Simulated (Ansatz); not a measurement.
MoIr₃ (Cu3Au type, Pm-3m) at seven volumes, r²SCAN in the plane-wave PAW code Ansatz, scaled uniformly. One row is withheld.

| V (Å³/atom) | P (GPa) |
|---|---|
| 13.124 | 42.63 |
| 13.557 | 25.90 |
| 13.989 | 11.83 |
| 14.422 | 0.00 |
| 14.855 | -9.93 |
| 15.287 | ? |
| 15.720 | -25.19 |

Q: Fit the shown pressures and predict the withheld one.

A: Third-order Birch–Murnaghan: P = (3/2)B₀(x^(7/2) − x^(5/2))[1 + (3/4)(B′ − 4)(x − 1)] with x = (V₀/V)^(2/3). Least squares on the six rows gives V₀ = 14.422 Å³/atom, B₀ = 359.9 GPa, B′ = 4.82. At V = 15.287, x = 0.9619 and P = -18.22 GPa. The run itself gave -18.24 GPa.

The cell is a constructed one: a structure type filled with these elements; neither database checked (COD, Materials Project) lists it. COD files the formula under space group No. 194. Its standing as an ambient phase is unchecked. The r²SCAN relaxation kept the symmetry of its start; its stability against distortions is not shown here. The run is not spin-polarised. Spin–orbit coupling is left out wherever it is not named.

Potentials: the earlier of the program's two PAW sets.
